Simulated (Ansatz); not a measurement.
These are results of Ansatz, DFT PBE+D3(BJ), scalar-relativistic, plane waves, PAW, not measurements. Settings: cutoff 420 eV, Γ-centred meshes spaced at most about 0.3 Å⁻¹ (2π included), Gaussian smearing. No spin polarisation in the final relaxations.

All energies are static (0 K, no zero-point motion). All come from trial cells, and lower structures may exist. These are two-dimensional sheets: the third axis spans vacuum and isn't periodic.

**Question.** These unrelaxed guesses for As are each relaxed within their symmetry. Order them by the energy at which they end, lowest first.
A.

```xyz
4
Lattice="3.7595 0.0000 0.0000 -1.8797 3.2558 0.0000 0.0000 0.0000 20.0000" Properties=species:S:1:pos:R:3 pbc="T T F"
As    1.8797    1.0853    8.3800
As    0.0000    2.1705    7.1069
As    1.8797    1.0853   12.8931
As    0.0000    2.1705   11.6200
```

B.

```xyz
4
Lattice="3.7595 0.0000 0.0000 -1.8797 3.2558 0.0000 0.0000 0.0000 20.0000" Properties=species:S:1:pos:R:3 pbc="T T F"
As    1.8797    1.0853    8.3800
As    0.0000    2.1705    7.1069
As    1.8797    1.0853   11.6200
As    0.0000    0.0000   12.8931
```

**Answer.** A (ends in p-3m1, 0 meV/atom), B (ends in p-3m1, 26 meV/atom).

Cells relaxed within their symmetry can be saddle points. Some structure types and database cells were kept out of the candidates from the start, so a known form may be missing.
